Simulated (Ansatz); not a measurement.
# Li4Al2Mo: from a guess to a relaxed structure

The calculation used DFT PBE, scalar-relativistic, plane waves, PAW in Ansatz. Cutoff 420 eV, Gaussian smearing, Γ-centred meshes. Cell and atoms relax first on a coarse mesh and then on a finer one. In between, the cell is made exact in the group found at 0.06 Å. In metals the finer mesh still leaves noise of several meV/atom or more. The steps can't lower the symmetry of their start. Collinear spin is switched on along the way, since trial moments persisted in a coarse test.

The cell of Li4Al2Mo is invented: random cell by space group and Wyckoff sites (P4/mmm, No. 123). Lengths were set from tabulated atomic sizes, so they are only a guess.

```
Li Al Mo
1.0
     5.47422    0.00000    0.00000
     0.00000    5.47422    0.00000
     0.00000    0.00000    3.86997
Li Al Mo
4 2 1
Cartesian
  1.2571 2.7371 0.0000
  4.2171 2.7371 0.0000
  2.7371 1.2571 0.0000
  2.7371 4.2171 0.0000
  0.0000 2.7371 1.9350
  2.7371 0.0000 1.9350
  2.7371 2.7371 1.9350
```

Energies over the elements count from the elements' standard structures at the same level, with no fitted energy shifts.

Question: Which structure results?

Answer: The symmetry stays P4/mmm (No. 123). The volume per atom grows by 22.6 %, from 16.6 to 20.3 Å³. The shortest distance goes from 2.09 Å (Li–Li) to 2.23 Å (Li–Li). The ratio c/a of the conventional cell changes by a factor of 1.29. The energy falls by about 0.43 eV/atom (the start's value is from the coarse mesh). Conventional cell: a = 5.379 Å, c = 4.915 Å. Around Li lie 3 Li at 2.23 Å, 2 Al at 2.70 Å and 2 Mo at 2.92 Å; Al has 2 Mo at 2.69 Å and 4 Li at 2.70 Å; Mo has 4 Al at 2.69 Å and 8 Li at 2.92 Å.

```cif
data_structure
_symmetry_space_group_name_H-M 'P 1'
_symmetry_Int_Tables_number 1
_cell_length_a 5.3789
_cell_length_b 5.3789
_cell_length_c 4.9149
_cell_angle_alpha 90.000
_cell_angle_beta 90.000
_cell_angle_gamma 90.000
_cell_volume 142.20
loop_
_atom_site_label
_atom_site_type_symbol
_atom_site_fract_x
_atom_site_fract_y
_atom_site_fract_z
_atom_site_occupancy
Li1 Li 0.20749 0.50000 0.00000 1
Li2 Li 0.79251 0.50000 0.00000 1
Li3 Li 0.50000 0.20749 0.00000 1
Li4 Li 0.50000 0.79251 0.00000 1
Al1 Al 0.00000 0.50000 0.50000 1
Al2 Al 0.50000 0.00000 0.50000 1
Mo1 Mo 0.50000 0.50000 0.50000 1
```

Question: How does it come out in energy, and is it a metal?

Answer:

| Item | Value |
| --- | --- |
| Energy over the elements | +0.51 eV/atom |
| Gap on the 8×8×8 mesh of the 7-atom cell | 0 eV (a metal) |
| Net moment per atom | 0.11 μB |
| Moment by site | Mo 0.6 μB |

The separate elements lie lower, so it is unstable against them.

The last run used collinear spin and Gaussian smearing of 0.10 eV. The magnetic state reached may not be the lowest. Symmetry constrained the relaxation, so the result can be a saddle point. Site moments count only spheres around the atoms; the net moment includes the space between them.
